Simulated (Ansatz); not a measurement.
LiH (rock salt)

```
CELL_PARAMETERS angstrom
      0.00000     2.00356     2.00356
      2.00356     0.00000     2.00356
      2.00356     2.00356     0.00000
ATOMIC_POSITIONS crystal
  H  0.00000 0.00000 0.00000
  Li 0.50000 0.50000 0.50000
```

E(V) scan at fixed shape, V₀ the volume above. Symmetry pins the atoms to their sites.

The numbers are results of PBE (plane waves to 420 eV, PAW, scalar-relativistic; Ansatz, a first-principles code), not measurements. k mesh 14×14×14 (Γ-centred), Fermi-Dirac smearing 0.05 eV. The energy includes the smearing's −TS. Stress and pressure are positive under compression. LiH was relaxed with its symmetry unable to fall. The zero of ΔE is the relaxed starting cell.

```csv
V (Å³/atom),ΔE (meV/atom)
7.560,withheld
7.657,2.2
7.753,1.2
7.850,0.5
7.946,0.1
8.043,0.0
8.139,0.1
8.236,0.5
8.332,1.1
8.429,2.0
8.525,3.0
```

### Question
Fit a third-order Birch-Murnaghan form (E₀, V₀, B₀, B₀′ free) to the given rows and predict ΔE at V = 7.560.

### Answer
Least squares on the 10 given rows: ΔE = E₀ + (9V₀B₀/16)·y²·[2 + (B₀′ − 4)y], y = (V₀/V)^(2/3) − 1, with V₀ = 8.039 Å³/atom, B₀ = 36.31 GPa (160.2 GPa = 1 eV/Å³; the term in eV is multiplied by 1000), B₀′ = 3.61, E₀ = -0.02 meV/atom; root-mean-square residual 0.02 meV/atom. At 7.560 the fit gives 3.5 meV/atom; the calculation gives 3.6 meV/atom, so the extrapolation is off by -0.1 (-2.8 %). For the pressure the fit gives 2.49 GPa against the computed 2.49 GPa.

(Under strain, the slope of the energy per volume gives the stress and its curvature an elastic modulus.)
